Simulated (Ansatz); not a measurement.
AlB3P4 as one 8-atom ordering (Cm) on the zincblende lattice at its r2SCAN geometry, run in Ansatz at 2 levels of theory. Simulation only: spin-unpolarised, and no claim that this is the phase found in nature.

The HSE06 input:
```yaml
crystal:
  lattice:
    - [5.6177239169, -1.6747239933, 0.023912358]
    - [5.6177239169, 1.6747239933, 0.023912358]
    - [-0.9968173636, 0.0, 5.8415607603]
  atoms:
    - { symbol: B, position: [-0.0064765152, -0.0064765152, -0.0127755319] }
    - { symbol: B, position: [0.5045348121, 0.5045348121, 0.5105630268] }
    - { symbol: B, position: [0.2516718399, 0.2516718399, 0.749438378] }
    - { symbol: Al, position: [0.7479556715, 0.7479556715, 0.2492590161] }
    - { symbol: P, position: [0.5403724538, 0.5403724538, 0.1785639706] }
    - { symbol: P, position: [0.0694390267, 0.0694390267, 0.6881958544] }
    - { symbol: P, position: [0.8153413111, 0.8153413111, 0.9093441797] }
    - { symbol: P, position: [0.3271614, 0.3271614, 0.4774111064] }
kpoints:
  mp_grid: { grid: [4, 4, 4] }
  band_path:
    path:
      - [0.0, 0.0, 0.0]
      - [-0.2728318207, 0.2728318207, 0.0]
      - [0.2728318207, 0.7271681793, 0.0]
      - [0.5, 0.5, 0.0]
      - [0.5, 0.5, -0.5]
      - [0.2657319156, 0.7342680844, -0.5]
      - [-0.2657319156, 0.2657319156, -0.5]
      - [0.0, 0.0, -0.5]
      - [0.0, 0.5, -0.5]
      - [0.138021, -0.427083, 0.432292]
      - [0.375, 0.375, -0.25]
    npoints: 1
hamiltonian:
  xc: hse06
scf:
  occupations: { method: fixed }
  n_extra_bands: 6
output:
  forces: true
  stress: true
  eigenvalues: true
```

Main results, then, where recorded, the levels near the gap in eV from the Fermi energy (columns number the bands from 0), one row a point of the path (Γ, C, C₂, Y₂, M₂, D, D₂, A, L₂, (0.138, -0.427, 0.432), (3/8, 3/8, -1/4)):
```
Crystal: 8 atoms, lattice volume = 109.996 Å³
Symmetry: 2 space group operations
Space group: Cm (ITA 8)
```
```
Basis set: ecut = 420 eV, 2153 PW (Γ)
k-points: 24 of 64 (time reversal used)
Exchange kernel: α = 0.2500, screened, ω = 0.2079 Å⁻¹, Wigner–Seitz truncation, v(0) = 1033.5496 eV·Å³, q-mesh 4×4×4
hybrid outer 1: dexx = +1.293e-2 eV, tail = 8.62e-6 eV
hybrid outer 2: dexx = +3.601e-7 eV, tail = 4.71e-9 eV, Δε = 1.10e-3 eV, ΔF = 1.37e-3 eV/Å
hybrid SCF converged: 2 outer / 11 inner (+5 warm-up)
Free energy (F): -4032.924983 eV
Fermi energy:    8.246208 eV
--- Forces (eV/Å), atoms counted from 1 ---
  atom   1  B       0.02811      0.00000      0.00978
  atom   2  B       0.03523      0.00000      0.02338
  atom   3  B       0.01372      0.00000      0.03582
  atom   4  Al      0.01924      0.00000      0.02430
  atom   5  P     -0.11159      0.00000    -0.03366
  atom   6  P     -0.04417      0.00000    -0.01890
  atom   7  P       0.03457      0.00000    -0.10661
  atom   8  P       0.02486      0.00000      0.06586
--- Stress (GPa, compression-positive) ---
       -1.355014       0.000000      -0.037734
        0.000000       0.025022       0.000000
       -0.037784       0.000000      -1.495357
  P = ⅓ Tr σ = -0.9418 GPa (-9.418 kbar)
```
```tsv
band_13	band_14	band_15	band_16	band_17	band_18
-0.865	-0.476	0.000	2.249	2.595	3.081
-3.821	-3.662	-2.471	2.239	2.775	3.489
-3.821	-3.662	-2.471	2.239	2.775	3.489
-2.215	-1.141	-0.325	1.477	1.538	2.885
-2.645	-2.235	-0.435	2.044	2.336	3.786
-3.432	-2.907	-2.290	1.398	1.745	2.541
-3.432	-2.907	-2.290	1.398	1.745	2.541
-2.417	-2.140	-0.705	2.701	2.947	2.987
-3.203	-2.405	-2.079	1.238	1.533	2.208
-3.324	-2.776	-2.100	1.209	1.812	2.392
-2.271	-2.126	-0.254	1.340	2.438	3.345
```

With HSE06 the valence top lies at Γ and the conduction bottom at k = (0.138, -0.427, 0.432), 1.21 eV higher; the smallest vertical gap, at k = (3/8, 3/8, -1/4), is 1.59 eV.

PBE0. Against the first input these blocks differ (the band path and keys that only write files left aside):
```yaml
hamiltonian:
  xc: pbe0
```

```
Basis set: ecut = 420 eV, 2153 PW (Γ)
k-points: 24 of 64 (time reversal used)
hybrid outer 1: dexx = +2.074e-2 eV, tail = 1.91e-5 eV
hybrid outer 2: dexx = +2.139e-6 eV, tail = 5.35e-9 eV, Δε = 1.42e-3 eV, ΔF = 2.73e-3 eV/Å
hybrid SCF converged: 2 outer / 13 inner (+5 warm-up)
Free energy (F): -4033.970747 eV
Fermi energy:    7.891630 eV
--- Forces (eV/Å), atoms counted from 1 ---
  atom   1  B       0.02928      0.00000      0.00771
  atom   2  B       0.03528      0.00000      0.02156
  atom   3  B       0.01724      0.00000      0.03553
  atom   4  Al      0.02141      0.00000      0.02672
  atom   5  P     -0.10270      0.00000    -0.03008
  atom   6  P     -0.04737      0.00000    -0.01741
  atom   7  P       0.02881      0.00000    -0.09882
  atom   8  P       0.01803      0.00000      0.05481
--- Stress (GPa, compression-positive) ---
       -1.452948       0.000000      -0.036455
        0.000000      -0.102476       0.000000
       -0.036545       0.000000      -1.604263
  P = ⅓ Tr σ = -1.0532 GPa (-10.532 kbar)
```
```tsv
band_13	band_14	band_15	band_16	band_17	band_18
-0.854	-0.460	0.000	2.961	3.308	3.789
-3.851	-3.691	-2.487	2.940	3.481	4.198
-3.851	-3.691	-2.487	2.940	3.481	4.198
-2.232	-1.141	-0.338	2.176	2.247	3.590
-2.668	-2.252	-0.450	2.754	3.044	4.505
-3.466	-2.926	-2.307	2.097	2.444	3.250
-3.466	-2.926	-2.307	2.097	2.444	3.250
-2.430	-2.154	-0.725	3.417	3.658	3.701
-3.226	-2.418	-2.090	1.934	2.233	2.912
-3.351	-2.795	-2.112	1.899	2.513	3.100
-2.292	-2.142	-0.264	2.034	3.148	4.063
```

With PBE0 the valence top lies at Γ and the conduction bottom at k = (0.138, -0.427, 0.432), 1.90 eV higher; the smallest vertical gap, at k = (3/8, 3/8, -1/4), is 2.30 eV. With the atoms held, the mean pressure is -1.1 GPa (compression positive). (The program warns that its thresholds are loose for a hybrid's stress.)

Totals of different functionals can't be compared.

The meshes of the hybrids are coarse, so their gaps aren't converged to the digits shown.
